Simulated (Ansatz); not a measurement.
Relaxation of a generated cell, Si placed in the AFLOW prototype A_tP12_96_ab (as in Si); 12 atoms in the cell, which starts as P4₃2₁2 (No. 96), tP12; a = b = 5.254 Å, c = 6.620 Å, α = β = γ = 90.00°. Calculation: r2SCAN (plane waves to 500 eV, PAW, scalar-relativistic; Ansatz, an electronic-structure program). Γ-centred k-mesh 4×4×3 on the run's cell (coarser than for final values), Fermi–Dirac smearing 0.05 eV. This is the first round of the run. 

The optimiser's lines from the output (shortened; P is positive under compression):

```
relax step   1: F+E_penalty+E_count = -7662.73326351 eV  Δ(F+E_penalty+E_count) = +0.000e0 eV  max|allowed force component| = 1.931e0 eV/Å  Δτ_max = 0.0000 Å  P = +21.327 GPa  Ω = 182.700 Å³  (7 SCF iters, dr2 threshold 1.00e-7 eV, accepted)
relax step   2: F+E_penalty+E_count = -7665.56651680 eV  Δ(F+E_penalty+E_count) = -2.833e0 eV  max|allowed force component| = 7.359e-1 eV/Å  Δτ_max = 0.0872 Å  P = +7.052 GPa  Ω = 201.227 Å³  (6 SCF iters, dr2 threshold 1.20e-6 eV, accepted)
relax step   3: F+E_penalty+E_count = -7666.36826466 eV  Δ(F+E_penalty+E_count) = -8.017e-1 eV  max|allowed force component| = 8.290e-2 eV/Å  Δτ_max = 0.1547 Å  P = +0.522 GPa  Ω = 218.503 Å³  (6 SCF iters, dr2 threshold 1.20e-6 eV, accepted)
relax step   4: F+E_penalty+E_count = -7666.38188644 eV  Δ(F+E_penalty+E_count) = -1.362e-2 eV  max|allowed force component| = 3.462e-2 eV/Å  Δτ_max = 0.0201 Å  P = +0.126 GPa  Ω = 220.099 Å³  (5 SCF iters, dr2 threshold 1.20e-6 eV, accepted)
relax step   5: F+E_penalty+E_count = -7666.38275486 eV  Δ(F+E_penalty+E_count) = -8.684e-4 eV  max|allowed force component| = 1.222e-2 eV/Å  Δτ_max = 0.0041 Å  P = +0.001 GPa  Ω = 220.429 Å³  (4 SCF iters, dr2 threshold 8.92e-8 eV, accepted)
relax step   6: F+E_penalty+E_count = -7666.38286047 eV  Δ(F+E_penalty+E_count) = -1.056e-4 eV  max|allowed force component| = 2.217e-3 eV/Å  Δτ_max = 0.0013 Å  P = +0.000 GPa  Ω = 220.403 Å³  (5 SCF iters, dr2 threshold 9.34e-9 eV, accepted)
relax step   7: F+E_penalty+E_count = -7666.38714045 eV  Δ(F+E_penalty+E_count) = -4.280e-3 eV  max|allowed force component| = 2.165e-3 eV/Å  Δτ_max = 0.0000 Å  P = -0.011 GPa  Ω = 220.403 Å³  stress off target by 1.45e-2 GPa  SCF on the basis re-selected at this cell (its energy is not comparable with the rows above)  (5 SCF iters)
```

From the first to the last row the energy changes by -0.30 eV/atom and the volume by +20.6 %. The last row is marked as not comparable with the walk above it, whose basis was carried along; it does compare with step 1, since both stand on a basis selected at the nominal cutoff for their own cell.

Later rounds, restarted from the end of this one on a renewed k-mesh, logged 4 more steps and released under 1 meV/atom more. The final structure after all rounds: P4₃2₁2 (No. 96), tP12, AFLOW prototype A_tP12_96_ab (as in Si); a = b = 5.6711 Å, c = 6.8499 Å, α = β = γ = 90.00°. Between re-selections the logged energies stand on a plane-wave basis carried along with the cell. No spin polarisation in the result.

The run could not lose the symmetry of its start, so the end can be a saddle point.

The relaxed structure here is a generated cell of Si: the first start was made by placing the elements on the sites of a structure type, and the end was not matched to a known phase here, so it may be hypothetical. Known forms of Si include space group No. 227.
